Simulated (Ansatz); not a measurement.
**Compressing YTiGe: a fit and a missing row**

YTiGe, P4/nmm, a = 4.011 Å, c = 7.590 Å. The structure is a COD entry; whether it is the stable form wasn't checked. Ansatz: PBEsol, PAW, 420 eV, Γ-centred 10×10×6 mesh on 6 atoms, Gaussian smearing 0.10 eV; no spin polarisation. Shape and atoms are relaxed at each volume; pressure is positive in compression.

```tsv
V (Å³/atom)	P (GPa)
17.908	?
18.518	10.78
19.129	6.61
19.739	3.04
20.350	-0.01
20.960	-2.60
21.571	-4.78
22.385	-7.08
```

Task: Take V0 = 20.350 Å³/atom, count pressures from its P0 = -0.01 GPa, fit the third-order Birch–Murnaghan form to the other rows, and predict the missing pressure.

Result: With the Eulerian strain f = ½[(V0/V)^(2/3) − 1] and y = (P − P0)/[3f(1 + 2f)^(5/2)], the form is the line y = B0 + 1.5 B0 (B0′ − 4) f. Rows (f, y): 0.03246, 94.7; 0.02106, 94.5; 0.01027, 94.1; -0.00975, 93.0; -0.01905, 92.0; -0.03078, 89.7. Means f = 0.0007017, y = 93.000; Σ(Δf)² = 0.003005, ΣΔfΔy = 0.2187; the slope is their ratio. y = 92.95 + 72.77 f GPa, so B0 = 93.0 GPa and B0′ = 4 + 2 × (72.77)/(3 × 92.95) = 4.52. At V = 17.908, f = 0.04448, y = 96.19 and P = 15.87 GPa. The run gave 15.64 GPa, so the fit is 0.23 GPa too high, 1 % of the span of the series, against an rms of 0.04 GPa on the fitted rows. The row lies outside the fitted range. A fourth-order term fitted to the same rows gives P = 15.51 GPa at this row's volume (the line 15.87, the run 15.64), which recovers part of the miss.